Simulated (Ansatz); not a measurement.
## ZnAg: stationary points along a deformation path

Level of theory: DFT PBEsol, scalar-relativistic, plane waves, PAW (Ansatz). Cutoff 420 eV, Γ-centred 16×16×16 k-points, Gaussian smearing of 0.15 eV. No spin polarisation. Energies are free energies at this smearing, counted from the undisturbed cell; pressure is positive in compression.

The starting cell (as given, not relaxed at this level; it stands at -3.9 GPa, and it needn't be the usual structure):

```yaml
crystal:
  lattice:
    - [3.15600, 0.00000, 0.00000]
    - [0.00000, 3.15600, 0.00000]
    - [0.00000, 0.00000, 3.15600]
  atoms:
    - { symbol: Zn, position: [0.50000, 0.50000, 0.50000] }
    - { symbol: Ag, position: [0.00000, 0.00000, 0.00000] }
```

At fixed volume and fractional coordinates, lengths along (0.577, 0.577, 0.577) are scaled against those across it; ρ is that ratio over its starting value. V = 15.717 Å³/atom. Δσ is the stress along the axis less the mean stress across it (compression positive).

```csv
ρ,ΔE (meV/atom),Δσ (GPa),space group
0.500,6691.8,500.97,R-3m
0.600,2528.8,225.35,R-3m
0.710,842.0,96.62,R-3m
0.850,136.4,30.00,R-3m
0.930,22.2,10.47,R-3m
1.000,0.0,0.00,Pm-3m
1.080,18.2,-6.74,R-3m
1.200,84.1,-11.21,R-3m
1.410,210.2,-13.06,R-3m
1.700,347.3,-7.34,R-3m
2.000,389.3,0.00,Fm-3m
```

Q: How does the stress give the slope of the energy, and where is the energy stationary?

A: Along the path d ln(length) is 2/3 d ln ρ on the axis and −1/3 d ln ρ across it, so dE/d ln ρ = −(2/3) V Δσ: the energy falls with ρ where Δσ is positive. Δσ vanishes or changes sign at ρ = 1.000 (Pm-3m), a minimum at 0.0 meV/atom; at ρ = 2.000 (Fm-3m, an end of the scan), at 389.3 meV/atom. Pairs of stationary points between two samples would go unseen, and could change a minimum read from distant neighbours into a maximum. At ρ = 1.000, 2.000 the cell is cubic, where symmetry alone makes the stress isotropic and the slope zero.

Q: Which shear constant sets the curvature at ρ = 1?

A: For a cubic crystal E/V = (2/3) C (ln ρ)² with C = C44, so Δσ = −2C ln ρ. The parabola of Δσ against ln ρ through ρ = 0.930, 1 and 1.080 gives C ≈ 58 GPa with the ions clamped, rough because the steps are large. It is the stress–strain coefficient at this cell's pressure of -3.9 GPa, not the zero-pressure constant.

In a metal these slopes depend on the k mesh and the smearing.